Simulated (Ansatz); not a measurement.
Tc3Ni:
Space group P6₃/mmc (No. 194); a = b = 5.325 Å, c = 4.293 Å, α = β = 90.00°, γ = 120.00°

| atom | site | symmetry | x | y | z |
|---|---|---|---|---|---|
| Ni | 2d | -6m2 | 0.6667 | 0.3333 | 0.2500 |
| Tc | 6h | mm2 | 0.1661 | 0.3322 | 0.2500 |

Relaxed with r²SCAN.

### Question
Which orbitals make up the states near the Fermi level in plane-wave PAW r²SCAN (Ansatz code)?

### Answer
Within 0.5 eV of the Fermi level: Tc 4d 75 %, Ni 3d 14 %, outside the projected shells 5 %. Projections are on Löwdin-orthogonalised atomic valence shells; empty p or d shells of many metals are not among them.

### Question
Tabulate the density of states.

### Answer
States/eV per cell of 8 atoms, in 0.25 eV bins, energy from the Fermi level.

```
E (eV)  total  Tc 4d  Ni 3d  Tc 5s
------  -----  -----  -----  -----
-7.85    0.37   0.00   0.00   0.25
-7.60    0.47   0.01   0.00   0.32
-7.35    0.57   0.01   0.00   0.38
-7.10    0.69   0.03   0.00   0.45
-6.85    1.13   0.30   0.00   0.53
-6.60    1.94   0.81   0.01   0.64
-6.35    2.29   1.10   0.02   0.62
-6.10    3.41   1.80   0.05   0.83
-5.85    4.83   2.67   0.14   1.06
-5.60    6.16   4.00   0.55   1.01
-5.35    9.61   6.62   1.03   1.53
-5.10   10.79   7.56   1.33   1.42
-4.85    8.32   5.73   1.24   1.06
-4.60    8.10   5.72   1.36   0.75
-4.35    9.68   6.80   1.77   0.78
-4.10   10.50   7.45   1.96   0.71
-3.85    9.50   6.81   1.81   0.54
-3.60    9.33   6.46   2.17   0.37
-3.35   10.93   7.20   2.84   0.45
-3.10    9.41   5.31   3.24   0.47
-2.85    6.08   3.25   2.34   0.24
-2.60   13.38   6.30   6.32   0.36
-2.35   15.45   7.08   7.46   0.43
-2.10   15.95   7.06   7.98   0.42
-1.85   14.49   6.37   7.29   0.40
-1.60   14.48   7.85   5.70   0.43
-1.35   12.64   7.00   4.58   0.53
-1.10   13.51   7.97   4.44   0.50
-0.85    8.02   5.29   1.93   0.34
-0.60    8.53   6.03   1.64   0.38
-0.35    3.78   2.67   0.52   0.24
-0.10    3.63   2.63   0.51   0.19
0.15     5.11   3.92   0.72   0.21
0.40     5.00   3.96   0.67   0.14
0.65     6.50   5.24   0.87   0.17
0.90     6.24   5.05   0.84   0.17
1.15    10.74   8.60   1.68   0.21
1.40    11.44   9.75   1.20   0.17
1.65    13.95  12.12   1.09   0.30
1.90     8.83   7.58   0.61   0.25
2.15     4.34   3.64   0.20   0.23
2.40     3.66   3.03   0.14   0.25
2.65     5.51   4.24   0.20   0.57
2.90     5.58   4.26   0.19   0.58
3.15     7.20   5.43   0.24   0.73
3.40     4.58   3.49   0.11   0.43
3.65     1.53   0.90   0.04   0.30
```

Space group P6_3/mmc. The workflow started from a Materials Project entry (that database holds measured and hypothetical structures alike); the Crystallography Open Database copy checked does not list it. With Ni and Tc taken as one species the cell has the higher symmetry P6_3/mmc, so it may be an ordered model of a mixed-site phase. Its standing as an ambient phase is unchecked. The r²SCAN relaxation kept the symmetry of its start; whether a distortion lowers the energy is not shown. The run is not spin-polarised. Axis ratios of metals converge slowly with the k-mesh, so a and c are less sure than the volume. Scalar-relativistic: spin–orbit coupling is off unless named, which matters more the heavier the elements.

Potentials: the later of the program's two PAW sets.
